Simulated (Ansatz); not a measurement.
Gd (P-3m1); volume scaled by 0.85.

```xyz
4
Lattice="3.4628 0.0000 0.0000 -1.7314 2.9988 0.0000 0.0000 0.0000 11.1584" Properties=species:S:1:pos:R:3 pbc="T T T"
Gd    0.0000    0.0000    0.0000
Gd    0.0000    0.0000    5.5792
Gd    0.0000    1.9992    2.7682
Gd    1.7314    0.9996    8.3902
```

The reference geometry is a structure from the Materials Project; nothing is relaxed.

Settings: PBE, 9×9×3 k mesh, Fermi–Dirac smearing of 0.05 eV. LAPW is all-electron LAPW in Ansatz 0.2.0. Site moments are integrated in spheres about the atoms. Start moments (μB): Gd1 7, Gd2 -7, Gd3 7, Gd4 7.

Iteration by iteration:

```
iteration  Harris–Foulkes energy less the last (meV)  density residual (eV)   M (μB)  ∫|m| (μB)
        1                                    333.231                1.3e-01  14.4310    28.9403
        2                                    295.086                5.9e-02  14.4732    29.0335
        3                                     84.271                1.4e-02  14.5235    29.1916
        4                                     52.531                4.5e-03  14.5381    29.2286
        5                                      9.010                1.8e-03  14.5306    29.2545
        6                                     -0.774                1.7e-02  14.5303    29.2739
        7                                      0.021                2.3e-04  14.5248    29.2765
        8                                      0.014                1.5e-05  14.5229    29.2783
        9                                      0.005                5.0e-06  14.5227    29.2805
       10                                      0.000                2.5e-06  14.5230    29.2818
       11                                      0.001                9.8e-07  14.5231    29.2820
       12                                      0.000                3.7e-08  14.5234    29.2829
       13                                      0.000                4.0e-08  14.5236    29.2832
       14                                      0.000                5.0e-09  14.5238    29.2835
```

Site moments (μB): Gd1 7.20, Gd2 -7.28, Gd3 7.23, Gd4 7.23. Cell moment 14.52 μB.

The program warned that a lower magnetic state may exist. Without U a semilocal functional puts the f levels too near the Fermi level, which can change moments and the order of magnetic states; site and cell moments are spin moments. Spin–orbit coupling is left out although heavy atoms are present. With open f shells a run can end in a state that isn't the lowest. The state reached may lie above the lowest one, so it isn't offered as the ground state. None of this fixes the real material's magnetic order: only patterns that fit the cell were computed, without spin fluctuations and on one mesh and smearing, with a functional that can overstate moments.
